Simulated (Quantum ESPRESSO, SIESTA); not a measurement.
This is a calculation of CsLiCr2Te2S3 for SIESTA 5.4.2. Atoms were shifted at random by some hundredths of an Å from the given cell, which wasn't relaxed again for these runs. The cell comes from a database or a generator and needn't be the stable form of this composition.

File CsLiCr2Te2S3.fdf:

```
SystemName                      CsLiCr2Te2S3
SystemLabel                     CsLiCr2Te2S3
NumberOfSpecies                 5
NumberOfAtoms                   9
%block ChemicalSpeciesLabel
  1  55 Cs
  2   3 Li
  3  24 Cr
  4  52 Te
  5  16 S
%endblock ChemicalSpeciesLabel

LatticeConstant                 1.0 Ang
%block LatticeVectors
     6.1079200000    -0.0188600000     0.0058100000
    -2.2882200000     5.9315100000     0.0033300000
    -1.3846200000    -2.1939500000     7.5626000000
%endblock LatticeVectors
AtomicCoordinatesFormat         Fractional
%block AtomicCoordinatesAndAtomicSpecies
     0.0552280000     0.1012980000     0.9906230000  1  Cs
     0.5659770000     0.5850150000     0.5791320000  2  Li
     0.0834540000     0.5009180000     0.5842240000  3  Cr
     0.4344880000     0.0296480000     0.5359410000  3  Cr
     0.5386850000     0.7610850000     0.2762350000  4  Te
     0.0096030000     0.6601900000     0.3039130000  4  Te
     0.7712320000     0.3628500000     0.7041810000  5  S
     0.3986970000     0.8303170000     0.7489410000  5  S
     0.1917470000     0.2337250000     0.4853780000  5  S
%endblock AtomicCoordinatesAndAtomicSpecies

%block kgrid.MonkhorstPack
    5   0   0  0.0
    0   5   0  0.0
    0   0   4  0.0
%endblock kgrid.MonkhorstPack
XC.Functional                   GGA
XC.Authors                      PBE
PAO.BasisSize                   DZP
PAO.EnergyShift                 0.003 Ry
Mesh.Cutoff                     800 Ry
Spin                            polarized
%block DM.InitSpin
    1   0.000
    2   0.000
    3   3.000
    4   3.000
    5   0.000
    6   0.000
    7   0.000
    8   0.000
    9   0.000
%endblock DM.InitSpin
OccupationFunction              FD
ElectronicTemperature           0.05 eV
MaxSCFIterations                200
SCF.MustConverge                false
SCF.Mixer.Method                Pulay
SCF.Mixer.Weight                0.1
SCF.Mixer.History               10
SCF.DM.Tolerance                5.0e-05
SCF.H.Tolerance                 1.0e-03 eV
WriteForces                     true
Charge.Mulliken                 end
%block PAO.PolarizationScheme
  Li non-perturbative
%endblock PAO.PolarizationScheme
%block PAO.Basis
  Cs 5
  n=5 0 2
    4.696 0.000
  n=6 0 2
    9.500 0.000
  n=5 1 2
    5.738 0.000
  n=6 1 1
    9.500
  n=5 2 1
    7.000
  Li 3
  n=1 0 2
    2.782 0.000
  n=2 0 2
    9.500 0.000
  n=2 1 1
    9.500
  Cr 5
  n=3 0 2
    2.885 0.000
  n=4 0 2
    8.703 0.000
  n=3 1 2
    3.267 0.000
  n=4 1 1
    8.703
  n=3 2 2
    6.381 0.000
  Te 4
  n=5 0 2
    5.635 0.000
  n=5 1 2
    7.297 0.000
  n=4 2 2
    3.260 0.000
  n=5 2 1
    7.297
%endblock PAO.Basis
Diag.ParallelOverK              true
```

Potentials or basis: PseudoDojo 0.4 standard (PBE files), converted to PSML, two zetas on semicore shells, DZP (energy shift 0.003 Ry; two zetas on semicore shells; d shell added on Cs).

The run is started by

```bash
$ mpirun -n 4 siesta CsLiCr2Te2S3.fdf > CsLiCr2Te2S3.out 2>&1
```

Question: Translate it to Quantum ESPRESSO 7.5. Potentials or basis there: SSSP 1.3 efficiency PBE, cutoff 748 eV.

Answer: As run (cutoffs and basis follow the program's own potentials, and thresholds, step limits or extra output files can differ):

The input pw.in:

```
&CONTROL
  calculation = 'scf'
  prefix = 'pwscf'
  outdir = './tmp'
  pseudo_dir = './pseudo'
  tprnfor = .true.
  tstress = .true.
  disk_io = 'nowf'
/
&SYSTEM
  ibrav = 0
  nat = 9
  ntyp = 5
  ecutwfc = 55
  ecutrho = 440
  nbnd = 49
  occupations = 'smearing'
  smearing = 'fd'
  degauss = 0.00367493
  nspin = 2
  starting_magnetization(1) = 0
  starting_magnetization(2) = 0
  starting_magnetization(3) = 0.2143
  starting_magnetization(4) = 0
  starting_magnetization(5) = 0
/
&ELECTRONS
  conv_thr = 1.8d-09
  electron_maxstep = 120
  mixing_beta = 0.3
/
ATOMIC_SPECIES
Cs   132.9055 Cs_pbe_v1.uspp.F.UPF
Li     6.9400 li_pbe_v1.4.uspp.F.UPF
Cr    51.9961 cr_pbe_v1.5.uspp.F.UPF
Te   127.6000 Te_pbe_v1.uspp.F.UPF
S     32.0600 s_pbe_v1.4.uspp.F.UPF
CELL_PARAMETERS angstrom
   6.1079200000   -0.0188600000    0.0058100000
  -2.2882200000    5.9315100000    0.0033300000
  -1.3846200000   -2.1939500000    7.5626000000
ATOMIC_POSITIONS crystal
Cs     0.0552280000    0.1012980000    0.9906230000
Li     0.5659770000    0.5850150000    0.5791320000
Cr     0.0834540000    0.5009180000    0.5842240000
Cr     0.4344880000    0.0296480000    0.5359410000
Te     0.5386850000    0.7610850000    0.2762350000
Te     0.0096030000    0.6601900000    0.3039130000
S      0.7712320000    0.3628500000    0.7041810000
S      0.3986970000    0.8303170000    0.7489410000
S      0.1917470000    0.2337250000    0.4853780000
K_POINTS automatic
5 5 4 0 0 0
```

Potentials or basis: SSSP 1.3 efficiency PBE.

Launch:

```sh
$ OMP_NUM_THREADS=1 mpirun -n 4 pw.x -nk 2 -in pw.in > pw.out
```

Both were run:

|  | SIESTA | Quantum ESPRESSO |
| --- | --- | --- |
| Pressure | 0.8 GPa | 0.2 GPa |
| Largest force | 0.844 eV/Å | 0.825 eV/Å |
| Net moment | 5.48 μB per cell | 5.44 μB per cell |
| Energy over the undisturbed cell | 5.9 meV/atom | 5.7 meV/atom |

The potentials hold 90 and 70 valence electrons a cell.

The magnetic state is the one that the start led to; the real crystal's order can differ.

Pressure is positive in compression.
